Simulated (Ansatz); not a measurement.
## Ga3Ni2: computed property card

Ga$_{3}$Ni$_{2}$:
```xyz
5
Lattice="4.0219 0.0000 0.0000 -2.0109 3.4830 0.0000 0.0000 0.0000 4.8483" Properties=species:S:1:pos:R:3 pbc="T T T"
Ga     2.0109     1.1610     1.7424
Ga     0.0000     2.3220     3.1059
Ga     0.0000     0.0000     0.0000
Ni     2.0109     1.1610     4.1597
Ni     0.0000     2.3220     0.6885
```

Space group P-3m1 (No. 164), La2O3 or Ni2Al3 type; conventional cell a = 4.022 Å, b = 4.022 Å, c = 4.848 Å, α = 90.00°, β = 90.00°, γ = 120.00°.

Method: the program Ansatz at the r²SCAN level (PAW). Structure relaxed to zero pressure with the same functional. Other levels are named where they apply.

Cell and energy:

```json
{
 "volume_per_atom": "13.58 Å³",
 "density": "7.98 g/cm³",
 "Formation energy from the elements (no fitted shifts)": "-0.43 eV/atom"
}
```

Electronic structure:

```json
{
  "electronic_character": "metallic (no gap)",
  "Density of states at the Fermi level": "0.26 states/eV per atom (mean over ±0.08 eV)"
}
```

The workflow started from a Materials Project entry (that database holds measured and hypothetical structures alike); the Crystallography Open Database files this formula in space group No. 164, but the cells were not matched. Whether it is the stable phase at ambient conditions was not checked. The r²SCAN relaxation kept the symmetry of its start; its stability against distortions is not shown here. No spin polarisation was allowed. Axis ratios of metals converge slowly with the k-mesh, so a and c are less sure than the volume. The references are the lowest solids computed at this level, not always the standard phases. Scalar-relativistic: spin–orbit coupling is off unless named, which matters more the heavier the elements.

Potentials: the later of the program's two PAW sets.
